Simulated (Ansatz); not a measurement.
Cs2ZrF6:
```yaml
crystal:
  lattice:
    - [6.40026, 0.00000, 0.00000]
    - [-3.20013, 5.54279, 0.00000]
    - [0.00000, 0.00000, 4.97638]
  atoms:
    - { symbol: Cs, position: [0.66667, 0.33333, 0.30221] }
    - { symbol: Cs, position: [0.33333, 0.66667, 0.69779] }
    - { symbol: Zr, position: [0.00000, 0.00000, 0.00000] }
    - { symbol: F, position: [0.84787, 0.15213, 0.77706] }
    - { symbol: F, position: [0.15213, 0.84787, 0.22294] }
    - { symbol: F, position: [0.84787, 0.69573, 0.77706] }
    - { symbol: F, position: [0.15213, 0.30427, 0.22294] }
    - { symbol: F, position: [0.30427, 0.15213, 0.77706] }
    - { symbol: F, position: [0.69573, 0.84787, 0.22294] }
```

Relaxed with r²SCAN.

Give the Bader charges and basin volumes of the independent atoms, r²SCAN in the plane-wave PAW code Ansatz.



```tsv
atom	Bader charge (e)	Bader volume (Å³)
Cs1	+0.94	33.9
Zr3	+2.85	9.8
F4	-0.79	16.5
```

Space group P-3m1. The workflow started from a Materials Project entry (that database holds measured and hypothetical structures alike); the Crystallography Open Database files this formula in space group No. 164, but the cells were not matched. Its standing as an ambient phase is unchecked. The r²SCAN relaxation kept the symmetry of its start; its stability against distortions is not shown here. No spin polarisation was allowed. Spin–orbit coupling is left out wherever it is not named.

Potentials: the later of the program's two PAW sets.
